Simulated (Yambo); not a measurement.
# Optical response of LiC at +2 % isotropic strain

```xyz
4
Lattice="-1.8227 2.4515 2.7049 1.8227 -2.4515 2.7049 1.8227 2.4515 -2.7049" Properties=species:S:1:pos:R:3 pbc="T T T"
Li     0.0000     2.4515     1.2882
Li     1.8227     0.0000     1.4167
C      0.0000     4.2721     0.0000
C      0.0000     0.6308     0.0000
```

Yambo, RPA with local fields on PBEsol bands; 14×14×14 mesh, 33 bands, 4 Ry local-field block, 0.2 eV broadening; field along y.

```json
[
 {"E (eV)": "0.0", "Im ε": "0.00", "Re ε": "3.61", "Im ε, independent particles": "0.00"},
 {"E (eV)": "0.6", "Im ε": "0.01", "Re ε": "3.64", "Im ε, independent particles": "0.03"},
 {"E (eV)": "1.2", "Im ε": "0.03", "Re ε": "3.71", "Im ε, independent particles": "0.06"},
 {"E (eV)": "1.9", "Im ε": "0.06", "Re ε": "3.84", "Im ε, independent particles": "0.11"},
 {"E (eV)": "2.5", "Im ε": "0.10", "Re ε": "4.07", "Im ε, independent particles": "0.19"},
 {"E (eV)": "3.1", "Im ε": "0.20", "Re ε": "4.49", "Im ε, independent particles": "0.40"},
 {"E (eV)": "3.8", "Im ε": "0.80", "Re ε": "5.31", "Im ε, independent particles": "1.60"},
 {"E (eV)": "4.4", "Im ε": "2.40", "Re ε": "5.39", "Im ε, independent particles": "5.24"},
 {"E (eV)": "5.0", "Im ε": "3.11", "Re ε": "4.02", "Im ε, independent particles": "6.91"},
 {"E (eV)": "5.6", "Im ε": "2.93", "Re ε": "3.22", "Im ε, independent particles": "6.64"},
 {"E (eV)": "6.2", "Im ε": "2.62", "Re ε": "3.02", "Im ε, independent particles": "7.13"},
 {"E (eV)": "6.9", "Im ε": "2.69", "Re ε": "3.20", "Im ε, independent particles": "5.95"},
 {"E (eV)": "7.5", "Im ε": "3.27", "Re ε": "3.30", "Im ε, independent particles": "3.76"},
 {"E (eV)": "8.1", "Im ε": "3.97", "Re ε": "2.70", "Im ε, independent particles": "3.13"},
 {"E (eV)": "8.8", "Im ε": "4.49", "Re ε": "1.87", "Im ε, independent particles": "3.41"},
 {"E (eV)": "9.4", "Im ε": "4.22", "Re ε": "0.45", "Im ε, independent particles": "3.05"},
 {"E (eV)": "10.0", "Im ε": "3.80", "Re ε": "0.33", "Im ε, independent particles": "1.93"},
 {"E (eV)": "10.6", "Im ε": "3.15", "Re ε": "-0.78", "Im ε, independent particles": "1.82"},
 {"E (eV)": "11.2", "Im ε": "2.37", "Re ε": "-0.85", "Im ε, independent particles": "1.93"},
 {"E (eV)": "11.9", "Im ε": "1.78", "Re ε": "-0.77", "Im ε, independent particles": "1.86"},
 {"E (eV)": "12.5", "Im ε": "1.31", "Re ε": "-0.75", "Im ε, independent particles": "1.35"},
 {"E (eV)": "13.1", "Im ε": "1.01", "Re ε": "-0.49", "Im ε, independent particles": "0.91"},
 {"E (eV)": "13.8", "Im ε": "0.81", "Re ε": "-0.31", "Im ε, independent particles": "0.63"},
 {"E (eV)": "14.4", "Im ε": "0.61", "Re ε": "-0.21", "Im ε, independent particles": "0.56"},
 {"E (eV)": "15.0", "Im ε": "0.40", "Re ε": "0.03", "Im ε, independent particles": "0.45"},
 {"E (eV)": "15.6", "Im ε": "0.41", "Re ε": "0.26", "Im ε, independent particles": "0.46"},
 {"E (eV)": "16.2", "Im ε": "0.44", "Re ε": "0.31", "Im ε, independent particles": "0.46"},
 {"E (eV)": "16.9", "Im ε": "0.36", "Re ε": "0.36", "Im ε, independent particles": "0.41"},
 {"E (eV)": "17.5", "Im ε": "0.33", "Re ε": "0.50", "Im ε, independent particles": "0.41"},
 {"E (eV)": "18.1", "Im ε": "0.36", "Re ε": "0.60", "Im ε, independent particles": "0.45"},
 {"E (eV)": "18.8", "Im ε": "0.43", "Re ε": "0.69", "Im ε, independent particles": "0.57"},
 {"E (eV)": "19.4", "Im ε": "0.54", "Re ε": "0.72", "Im ε, independent particles": "0.74"},
 {"E (eV)": "20.0", "Im ε": "0.65", "Re ε": "0.55", "Im ε, independent particles": "0.63"}
]
```

Structure narrower than a few tenths of an eV can come from the finite k mesh. Convergence of the RPA response with its 14×14×14 mesh was not tested. No excitonic effects at this level.

Geometry strained from the cell relaxed with PBEsol, atoms relaxed again.
